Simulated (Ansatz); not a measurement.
According to DFT-PBE in the program Ansatz with PAW potentials, Hg in the simple rhombohedral structure (R-3m) relaxes to a = 4.137 Å, c = 5.943 Å. Hg has 6 nearest neighbours from 3.10 Å (octahedral).

Electronic character: metallic (no gap).

The PBE relaxation kept the symmetry of its start. The substance is a gas or liquid at ambient conditions; this is its low-temperature solid. The volume moved by 28 % from the start of the relaxation. Axis ratios of metals converge slowly with the k-mesh, so a and c are less sure than the volume. Scalar-relativistic: spin–orbit coupling is off unless named, which matters more the heavier the elements.

Potentials: the later of the program's two PAW sets.
